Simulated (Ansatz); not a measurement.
Cu Kα1 powder pattern (kinematic, no thermal factors).
| 2θ (°) | relative intensity |
| --- | --- |
| 26.20 | 28 |
| 30.41 | 41 |
| 34.06 | 100 |
| 34.10 | 37 |
| 40.57 | 12 |
| 43.54 | 13 |
| 46.30 | 7 |
| 46.33 | 2 |
| 48.88 | 11 |
| 49.00 | 5 |
| 51.53 | 19 |
| 56.43 | 5 |
| 58.66 | 12 |
| 60.94 | 13 |
| 61.02 | 21 |
| 63.27 | 1 |
| 65.43 | 7 |
| 65.46 | 11 |
| 67.51 | 7 |
| 67.61 | 2 |
| 69.63 | 1 |
| 71.72 | 3 |
| 73.85 | 12 |
| 77.73 | 1 |
| 77.84 | 4 |
| 81.74 | 8 |
| 81.92 | 3 |
| 81.94 | 4 |
| 83.83 | 1 |
| 83.92 | 3 |
| 85.70 | 1 |
| 85.81 | 10 |
| 87.79 | 2 |
| 89.65 | 1 |
| 89.82 | 4 |

The pattern is computed from a structure relaxed with DFT PBE, scalar-relativistic, plane waves, PAW (Ansatz 0.2.0). No spin polarisation. Its elements are P, Sn.

Q: Give the structure.

A: Sn₄P.
Space group I4/m (No. 87). a = 8.308 Å, b = 8.308 Å, c = 3.724 Å, α = 90.00°, β = 90.00°, γ = 90.00°
```csv
atom,site,symmetry,x,y,z
Sn,8h,m..,0.2310,0.4511,0.0000
P,2a,4/m..,0.0000,0.0000,0.0000
```

A pattern alone doesn't exclude other cells with like lines; this is the one computed.

Another cell of Sn4P relaxed alike, in P-3m1, lies 58 meV/atom lower, so this cell isn't the stable form at this level.

The cell was found from a structure generator's guess, not taken from experiment.
